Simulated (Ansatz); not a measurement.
Ti:
```cif
data_Ti2
_chemical_formula_sum 'Ti2'
_space_group_name_H-M_alt 'P 1'
_space_group_IT_number 1
_cell_length_a 4.14684
_cell_length_b 4.14684
_cell_length_c 4.14684
_cell_angle_alpha 60.000
_cell_angle_beta 60.000
_cell_angle_gamma 60.000
loop_
_space_group_symop_operation_xyz
  'x, y, z'
loop_
_atom_site_label
_atom_site_type_symbol
_atom_site_fract_x
_atom_site_fract_y
_atom_site_fract_z
_atom_site_occupancy
Ti1 Ti 0.00000 0.00000 0.00000 1
Ti2 Ti 0.25000 0.25000 0.25000 1
```
The run is spin-polarised; directions of the spins, atom by atom: ↑ ↑.

Relaxed with PBEsol.

Question: Which orbitals make up the states near the Fermi level in PBEsol in the plane-wave PAW code Ansatz?

Answer: Within 0.5 eV of the Fermi level: Ti 3d 85 %, Ti 4s 9 %. Projections are on Löwdin-orthogonalised atomic valence shells; empty p or d shells of many metals are not among them.

Question: Tabulate the density of states.

Answer: States/eV per cell of 2 atoms, in 0.25 eV bins, energy from the Fermi level.

```tsv
E (eV)	total	Ti 3d	Ti 4s	Ti 3p
-5.20	0.00	0.00	0.00	0.00
-4.95	0.04	0.00	0.04	0.00
-4.70	0.09	0.00	0.08	0.00
-4.45	0.12	0.00	0.11	0.00
-4.20	0.15	0.00	0.14	0.00
-3.95	0.20	0.00	0.18	0.00
-3.70	0.28	0.01	0.25	0.00
-3.45	0.34	0.02	0.31	0.00
-3.20	0.41	0.03	0.36	0.00
-2.95	0.48	0.05	0.40	0.01
-2.70	0.58	0.09	0.46	0.01
-2.45	0.74	0.18	0.53	0.01
-2.20	0.95	0.39	0.51	0.01
-1.95	2.34	1.86	0.40	0.01
-1.70	1.82	1.38	0.38	0.01
-1.45	1.49	1.12	0.32	0.01
-1.20	3.34	2.49	0.76	0.01
-0.95	3.79	3.21	0.41	0.01
-0.70	5.84	5.32	0.39	0.02
-0.45	4.70	4.01	0.53	0.02
-0.20	3.28	2.86	0.24	0.02
0.05	3.36	2.93	0.16	0.02
0.30	3.45	2.86	0.37	0.01
0.55	2.89	2.45	0.37	0.01
0.80	2.29	2.06	0.17	0.01
1.05	4.14	3.89	0.11	0.02
1.30	7.11	6.31	0.59	0.03
1.55	3.95	3.48	0.25	0.02
1.80	4.29	3.64	0.29	0.02
2.05	1.39	1.11	0.08	0.00
2.30	2.42	2.15	0.09	0.01
2.55	3.88	3.47	0.14	0.01
2.80	3.00	2.69	0.13	0.01
3.05	5.19	4.64	0.31	0.01
3.30	2.25	1.63	0.37	0.00
3.55	1.64	1.07	0.26	0.00
3.80	2.11	1.44	0.26	0.00
4.05	2.46	1.75	0.26	0.00
4.30	2.32	1.68	0.21	0.00
4.55	4.06	3.30	0.28	0.00
4.80	1.86	0.94	0.39	0.00
```

Space group Fd-3m (diamond). The start of the workflow was typed in or built on a structure type; neither database checked (COD, Materials Project) lists it. It is not the phase usual at ambient conditions (space group No. 194). The cell was relaxed with PBEsol under the symmetry of its start. At this level the phase is mechanically unstable. Magnetic state: ferromagnetic, chosen from 4 collinear starts compared on coarse meshes (ties went to the first, and starts can fall back to one state), not a proven ground state.

Potentials: the earlier of the program's two PAW sets. The files were generated under PBE; for other functionals the program regenerates the frozen cores, and for LDA and PBEsol the local potential too.
